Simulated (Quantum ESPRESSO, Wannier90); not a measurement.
# GeSe (Pnma), plane waves to Wannier functions

Structure: Materials Project mp-700, symmetrised, not relaxed again. COD (Crystallography Open Database) has an entry of this formula and space group (matched by these alone). Level: LDA, no spin polarisation, no spin-orbit coupling; pw.x of Quantum ESPRESSO at 69 Ry with PseudoDojo potentials, 4×4×4 k-points, Wannier90. Density: 4×8×8 mesh, Gaussian smearing 0.01 Ry. The cell is built of weakly bound layers, chains or molecules, whose nearest atoms lie 3.64 Å apart. Database cells relaxed without dispersion often hold them too far apart, which can enlarge gaps and weakens couplings between them; spacing and stacking were not compared with the measured crystal. Spin-orbit coupling, left out, would split the p-like bands by a few tenths of an eV.

On the energy scale of pw.x, whose zero is arbitrary, the valence-band maximum lies at 8.02 eV.

Input w.win:

```
num_bands = 48
num_wann = 32
exclude_bands = 1-40
num_iter = 1000
conv_tol = 1.0e-6
conv_window = 4
dis_num_iter = 1000
dis_conv_tol = 1.0e-6
dis_froz_max = 9.82
write_hr = true
write_u_matrices = true
begin projections
f=0.12911,0.24557,0.10890: s;p
f=-0.13047,-0.24918,-0.10883: s;p
f=0.37187,-0.26246,-0.37834: s;p
f=-0.36978,0.24175,0.37308: s;p
f=-0.15027,0.23689,-0.48520: s;p
f=0.15121,-0.25430,0.47447: s;p
f=-0.34580,-0.25258,0.00913: s;p
f=0.34762,0.24732,-0.02517: s;p
end projections
begin unit_cell_cart
ang
   11.2560300000    0.0000000000    0.0000000000
    0.0000000000    3.7871900000    0.0000000000
    0.0000000000    0.0000000000    4.6643600000
end unit_cell_cart
begin atoms_frac
Ge   0.1291000000  0.2500000000  0.1190000000
Ge  -0.1291000000 -0.2500000000 -0.1190000000
Ge   0.3709000000 -0.2500000000 -0.3810000000
Ge  -0.3709000000  0.2500000000  0.3810000000
Se  -0.1507200000  0.2500000000 -0.4845300000
Se   0.1507200000 -0.2500000000  0.4845300000
Se  -0.3492800000 -0.2500000000  0.0154700000
Se   0.3492800000  0.2500000000 -0.0154700000
end atoms_frac
mp_grid = 4 4 4
begin kpoints
0.0000000000 0.0000000000 0.0000000000
0.0000000000 0.0000000000 0.2500000000
0.0000000000 0.0000000000 0.5000000000
... (61 more lines: the 4x4x4 mesh through Gamma)
end kpoints
```

Input of pw2wannier90.x that gives the overlap and projection files (equivalent; here they were cut from one run over all bands):

```
&inputpp
  outdir = './out'
  prefix = 'pwscf'
  seedname = 'w'
  write_amn = .true.
  write_mmn = .true.
/
```

Output w.wout (banner and timings cut):

```
                                    ------
                                    SYSTEM
                                    ------

                              Lattice Vectors (Ang)
                    a_1    11.256030   0.000000   0.000000
                    a_2     0.000000   3.787190   0.000000
                    a_3     0.000000   0.000000   4.664360

                   Unit Cell Volume:     198.83572  (Ang^3)

                        Reciprocal-Space Vectors (Ang^-1)
                    b_1     0.558206   0.000000   0.000000
                    b_2     0.000000   1.659063   0.000000
                    b_3     0.000000   0.000000   1.347063

 *----------------------------------------------------------------------------*
 |   Site       Fractional Coordinate          Cartesian Coordinate (Ang)     |
 +----------------------------------------------------------------------------+
 | ge   1   0.12910   0.25000   0.11900   |    1.45315   0.94680   0.55506    |
 | ge   2  -0.12910  -0.25000  -0.11900   |   -1.45315  -0.94680  -0.55506    |
 | ge   3   0.37090  -0.25000  -0.38100   |    4.17486  -0.94680  -1.77712    |
 | ge   4  -0.37090   0.25000   0.38100   |   -4.17486   0.94680   1.77712    |
 | se   1  -0.15072   0.25000  -0.48453   |   -1.69651   0.94680  -2.26002    |
 | se   2   0.15072  -0.25000   0.48453   |    1.69651  -0.94680   2.26002    |
 | se   3  -0.34928  -0.25000   0.01547   |   -3.93151  -0.94680   0.07216    |
 | se   4   0.34928   0.25000  -0.01547   |    3.93151   0.94680  -0.07216    |
 *----------------------------------------------------------------------------*
                                ------------
                                K-POINT GRID
                                ------------

             Grid size =  4 x  4 x  4      Total points =   64

 *---------------------------------- MAIN ------------------------------------*
 |  Number of Wannier Functions               :                32             |
 |  Number of Objective Wannier Functions     :                32             |
 |  Number of input Bloch states              :                48             |
 |  Output verbosity (1=low, 5=high)          :                 1             |
 |  Timing Level (1=low, 5=high)              :                 1             |
 |  Optimisation (0=memory, 3=speed)          :                 3             |
 |  Length Unit                               :               Ang             |
 |  Post-processing setup (write *.nnkp)      :                 F             |
 |  Using Gamma-only branch of algorithms     :                 F             |
 *----------------------------------------------------------------------------*
 *------------------------------- WANNIERISE ---------------------------------*
 |  Total number of iterations                :              1000             |
 |  Number of CG steps before reset           :                 5             |
 |  Trial step length for line search         :             2.000             |
 |  Convergence tolerence                     :         0.100E-05             |
 |  Convergence window                        :                 4             |
 |  Iterations between writing output         :                 1             |
 |  Iterations between backing up to disk     :               100             |
 |  Write r^2_nm to file                      :                 F             |
 |  Write xyz WF centres to file              :                 F             |
 |  Write on-site energies <0n|H|0n> to file  :                 F             |
 |  Use guiding centre to control phases      :                 F             |
 |  Use phases for initial projections        :                 F             |
 *----------------------------------------------------------------------------*
 *------------------------------- DISENTANGLE --------------------------------*
 |  Using band disentanglement                :                 T             |
 |  Total number of iterations                :              1000             |
 |  Mixing ratio                              :             0.500             |
 |  Convergence tolerence                     :         1.000E-06             |
 |  Convergence window                        :                 3             |
 *----------------------------------------------------------------------------*
 *-------------------------------- PLOTTING ----------------------------------*
 |  Plotting Hamiltonian in WF basis          :                 T             |
 *----------------------------------------------------------------------------*

       ... (k-mesh section left out)

 Starting a new Wannier90 calculation ...

 Reading overlaps from w.mmn

 Reading projections from w.amn

 *------------------------------- DISENTANGLE --------------------------------*
 +----------------------------------------------------------------------------+
 |                              Energy  Windows                               |
 |                              ---------------                               |
 |                   Outer:   -6.38397  to   20.68341  (eV)                   |
 |                   Inner:   -6.38397  to    9.82000  (eV)                   |
 +----------------------------------------------------------------------------+
   Number of target bands to extract:   32

                   Unitarised projection of Wannier functions
                   ------------------------------------------
   A_mn = <psi_m|g_n> --> S = A.A^+ --> U = S^-1/2.A
   In dis_project... done
   Using an inner window (linner = T)
   In dis_proj_froz... done

                   Extraction of optimally-connected subspace
                   ------------------------------------------
 +---------------------------------------------------------------------+<-- DIS
 |  Iter     Omega_I(i-1)      Omega_I(i)      Delta (frac.)           |<-- DIS
 +---------------------------------------------------------------------+<-- DIS
       1      49.07141166      44.91071545       9.264E-02    <-- DIS
       2      45.56711820      43.59915471       4.514E-02    <-- DIS
       3      44.29228867      42.79778224       3.492E-02    <-- DIS
       4      43.29941825      42.21444002       2.570E-02    <-- DIS
       5      42.55552499      41.77525194       1.868E-02    <-- DIS
       6      41.99996422      41.43826839       1.356E-02    <-- DIS
       ... (lines left out)
     101      39.98293238      39.98299406      -1.543E-06    <-- DIS
       ... (lines left out)
     113      39.98267041      39.98270946      -9.768E-07    <-- DIS
     114      39.98265534      39.98269300      -9.419E-07    <-- DIS
     115      39.98264107      39.98267739      -9.084E-07    <-- DIS

             <<<      Delta < 1.000E-06  over  3 iterations     >>>
             <<< Disentanglement convergence criteria satisfied >>>

        Final Omega_I    39.98267739 (Ang^2)

 +----------------------------------------------------------------------------+

 Writing checkpoint file w.chk... done

 *------------------------------- WANNIERISE ---------------------------------*
 +--------------------------------------------------------------------+<-- CONV
 | Iter  Delta Spread     RMS Gradient      Spread (Ang^2)            |<-- CONV
 +--------------------------------------------------------------------+<-- CONV

 ------------------------------------------------------------------------------
 Initial State
  WF centre and spread    1  (  1.470944,  0.931813,  0.525002 )     1.50331003
  WF centre and spread    2  (  1.453964,  0.946954,  0.547461 )     2.29043413
  WF centre and spread    3  (  1.322339,  0.946737,  0.602705 )     2.40380703
  WF centre and spread    4  (  1.482165,  0.962790,  0.445175 )     2.29812218
  WF centre and spread    5  ( -1.486961, -0.941606, -0.521632 )     1.50181612
  WF centre and spread    6  ( -1.454631, -0.946066, -0.548566 )     2.28797490
  WF centre and spread    7  ( -1.308530, -0.946753, -0.601999 )     2.40971515
  WF centre and spread    8  ( -1.482265, -0.950510, -0.444166 )     2.28372870
  WF centre and spread    9  (  4.168259, -0.990543, -1.751541 )     1.49740997
  WF centre and spread   10  (  4.174644, -0.947605, -1.840163 )     2.27847822
  WF centre and spread   11  (  4.294745, -0.947621, -1.728352 )     2.39975730
  WF centre and spread   12  (  4.146702, -0.901685, -1.886237 )     2.28683778
  WF centre and spread   13  ( -4.147046,  0.918285,  1.732548 )     1.47967421
  WF centre and spread   14  ( -4.174441,  0.946118,  1.861649 )     2.26759856
  WF centre and spread   15  ( -4.316079,  0.946298,  1.727896 )     2.38987738
  WF centre and spread   16  ( -4.146765,  0.976551,  1.887071 )     2.26142398
  WF centre and spread   17  ( -1.695963,  0.901892, -2.259778 )     1.05001501
  WF centre and spread   18  ( -1.722862,  0.945107, -2.300030 )     1.73856940
  WF centre and spread   19  ( -1.586650,  0.945908, -2.224136 )     1.82210015
  WF centre and spread   20  ( -1.731802,  0.989799, -2.345099 )     1.67310244
  WF centre and spread   21  (  1.704747, -0.961078,  2.214518 )     1.04836341
  WF centre and spread   22  (  1.722951, -0.947829,  2.343578 )     1.72469937
  WF centre and spread   23  (  1.577872, -0.947050,  2.223322 )     1.81610555
  WF centre and spread   24  (  1.732226, -0.933040,  2.343602 )     1.66847500
  WF centre and spread   25  ( -3.891695, -0.955060,  0.049225 )     1.06176594
  WF centre and spread   26  ( -3.904280, -0.947375,  0.053460 )     1.74656052
  WF centre and spread   27  ( -4.078349, -0.947035,  0.107047 )     1.81271936
  WF centre and spread   28  ( -3.895325, -0.938825, -0.014351 )     1.69278892
  WF centre and spread   29  (  3.910928,  0.938672, -0.116854 )     1.05782629
  WF centre and spread   30  (  3.904753,  0.945493,  0.011114 )     1.72652488
  WF centre and spread   31  (  4.061240,  0.946389, -0.108474 )     1.82012902
  WF centre and spread   32  (  3.895515,  0.954558,  0.011958 )     1.67755329
  Sum of centres and spreads (  0.000351, -0.006317, -0.004048 )    58.97726417

      0     0.590E+02     0.0000000000       58.9772641667  <-- CONV
        O_D=      0.0580434 O_OD=     18.9365434 O_TOT=     58.9772642 <-- SPRD
 ------------------------------------------------------------------------------
      1    -0.195E+00     0.7516607377       58.7818022536  <-- CONV
        O_D=      0.0593786 O_OD=     18.7397463 O_TOT=     58.7818023 <-- SPRD
      2    -0.306E+00     1.0713512672       58.4757264517  <-- CONV
        O_D=      0.0653719 O_OD=     18.4276772 O_TOT=     58.4757265 <-- SPRD
      3    -0.199E+00     0.9883255129       58.2770143864  <-- CONV
        O_D=      0.0620367 O_OD=     18.2323003 O_TOT=     58.2770144 <-- SPRD
      4    -0.111E+00     0.7671872815       58.1664544204  <-- CONV
        O_D=      0.0614307 O_OD=     18.1223463 O_TOT=     58.1664544 <-- SPRD
      5    -0.596E-01     0.5623970714       58.1068388081  <-- CONV
        O_D=      0.0574016 O_OD=     18.0667598 O_TOT=     58.1068388 <-- SPRD
       ... (lines left out)
    100    -0.184E-01     0.3074499268       48.7031687427  <-- CONV
        O_D=      0.0374378 O_OD=      8.6830535 O_TOT=     48.7031687 <-- SPRD
       ... (lines left out)
    200    -0.162E-02     0.0790914937       47.6414757128  <-- CONV
        O_D=      0.0358868 O_OD=      7.6229116 O_TOT=     47.6414757 <-- SPRD
       ... (lines left out)
    300    -0.420E-03     0.0481595923       47.5093607965  <-- CONV
        O_D=      0.0360756 O_OD=      7.4906078 O_TOT=     47.5093608 <-- SPRD
       ... (lines left out)
    400    -0.148E-04     0.0088031303       47.4987502569  <-- CONV
        O_D=      0.0359682 O_OD=      7.4801046 O_TOT=     47.4987503 <-- SPRD
       ... (lines left out)
    500    -0.752E-06     0.0016854612       47.4980248583  <-- CONV
        O_D=      0.0359635 O_OD=      7.4793839 O_TOT=     47.4980249 <-- SPRD
       ... (lines left out)
    509    -0.577E-06     0.0016287967       47.4980112207  <-- CONV
        O_D=      0.0359633 O_OD=      7.4793705 O_TOT=     47.4980112 <-- SPRD
    510    -0.752E-06     0.0014680969       47.4980104686  <-- CONV
        O_D=      0.0359634 O_OD=      7.4793697 O_TOT=     47.4980105 <-- SPRD
    511    -0.734E-06     0.0028438541       47.4980097346  <-- CONV
        O_D=      0.0359632 O_OD=      7.4793691 O_TOT=     47.4980097 <-- SPRD
             <<<     Delta < 1.000E-06  over  4 iterations     >>>
             <<< Wannierisation convergence criteria satisfied >>>
 Final State
  WF centre and spread    1  (  1.521895,  0.394909,  0.165268 )     1.65897678
  WF centre and spread    2  (  1.841755,  0.946922,  0.976165 )     1.69629926
  WF centre and spread    3  (  0.830265,  0.946967,  0.803669 )     1.69252760
  WF centre and spread    4  (  1.521921,  1.498098,  0.164718 )     1.65894582
  WF centre and spread    5  ( -1.523119, -0.394929, -0.165669 )     1.65898275
  WF centre and spread    6  ( -1.841109, -0.947373, -0.976876 )     1.69608486
  WF centre and spread    7  ( -0.829676, -0.946756, -0.802119 )     1.69271805
  WF centre and spread    8  ( -1.522602, -1.497765, -0.164311 )     1.65902154
  WF centre and spread    9  (  3.785177, -0.946431, -1.356570 )     1.69607775
  WF centre and spread   10  (  4.106903, -1.499292, -2.166338 )     1.65909174
  WF centre and spread   11  (  4.796825, -0.947179, -1.526485 )     1.69227453
  WF centre and spread   12  (  4.107652, -0.395719, -2.167730 )     1.65876906
  WF centre and spread   13  ( -3.784974,  0.946780,  1.356560 )     1.69599133
  WF centre and spread   14  ( -4.107044,  0.394910,  2.166827 )     1.65904502
  WF centre and spread   15  ( -4.796854,  0.946751,  1.526440 )     1.69204268
  WF centre and spread   16  ( -4.107043,  1.498156,  2.167263 )     1.65880840
  WF centre and spread   17  ( -1.990682,  0.945284, -1.848219 )     1.33069555
  WF centre and spread   18  ( -1.801123,  0.478181, -2.588009 )     1.25809371
  WF centre and spread   19  ( -1.134231,  0.947217, -2.115234 )     1.32165586
  WF centre and spread   20  ( -1.802547,  1.416354, -2.585912 )     1.25779471
  WF centre and spread   21  (  1.990180, -0.947804,  1.847798 )     1.33071089
  WF centre and spread   22  (  1.801967, -1.415522,  2.587574 )     1.25795666
  WF centre and spread   23  (  1.133998, -0.946517,  2.115991 )     1.32165011
  WF centre and spread   24  (  1.802815, -0.477201,  2.585932 )     1.25792673
  WF centre and spread   25  ( -3.637676, -0.949952,  0.484039 )     1.33067232
  WF centre and spread   26  ( -3.826946, -1.414598, -0.257308 )     1.25816490
  WF centre and spread   27  ( -4.494009, -0.946384,  0.216175 )     1.32133424
  WF centre and spread   28  ( -3.824690, -0.476230, -0.252206 )     1.25778296
  WF centre and spread   29  (  3.638195,  0.945429, -0.484591 )     1.33066600
  WF centre and spread   30  (  3.825524,  0.478276,  0.255747 )     1.25794729
  WF centre and spread   31  (  4.494161,  0.946640, -0.215539 )     1.32145395
  WF centre and spread   32  (  3.825027,  1.416779,  0.253184 )     1.25784671
  Sum of centres and spreads ( -0.000069, -0.001999,  0.000235 )    47.49800973

         Spreads (Ang^2)       Omega I      =    39.982677389
        ================       Omega D      =     0.035963249
                               Omega OD     =     7.479369097
    Final Spread (Ang^2)       Omega Total  =    47.498009735
```
